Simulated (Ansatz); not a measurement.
# Slab of hcp Zn (11-20), 1 layer

The slab is cut from the hcp crystal, the stable phase, as relaxed on PAW files (15.32 Å³/atom), with 16 Å of vacuum and a dipole correction:

```yaml
crystal:
  lattice:
    - [4.56536, 0.00000, 0.00000]
    - [0.00000, 5.09292, 0.00000]
    - [0.00000, 0.00000, 16.00000]
  atoms:
    - { symbol: Zn, position: [0.83333, 0.75000, 0.50000] }
    - { symbol: Zn, position: [0.16667, 0.25000, 0.50000] }
```

Computed with Ansatz 0.2.0; functional PBE, scalar-relativistic. Settings: a Γ-centred 8×7×1 k mesh, Fermi–Dirac smearing of 0.1 eV, no spin polarisation. Methods: LAPW: all electrons, basis error target 1 meV/atom; PAW: frozen-core files, cutoff 420 eV.

The bulk energy comes from a cell in the slab's orientation on a 8×7×14 mesh. The surface energy is (E(slab) − N·E(bulk))/2A at zero smearing, the mean of both faces; thin slabs carry quantum-size effects.

The cell is 1×1, so reconstructions are forbidden, and in slabs of four or five layers the relaxations can be far larger than at a real surface.

Problem. As cut, the LAPW slab lies 1.903 eV above 2 atoms of bulk. What surface energy is that?

Solution. Over two faces of 23.25 Å² it is 40.9 meV/Å², and times 16.02 J/m² per eV/Å² that gives γ = 0.656 J/m².

| method | γ as cut (J/m²) |
| --- | --- |
| LAPW | 0.656 |

Problem. Where do the band edges lie?

Solution. On the k mesh: gap 0.06 eV, valence top 3.25 eV below the vacuum level.

Problem. What changes if the vacuum is set to 22 Å?

Solution. LAPW then gives: gap 0.06 eV, valence top 3.25 eV below the vacuum level; PAW: gap 0.06 eV, valence top 3.25 eV below the vacuum level.
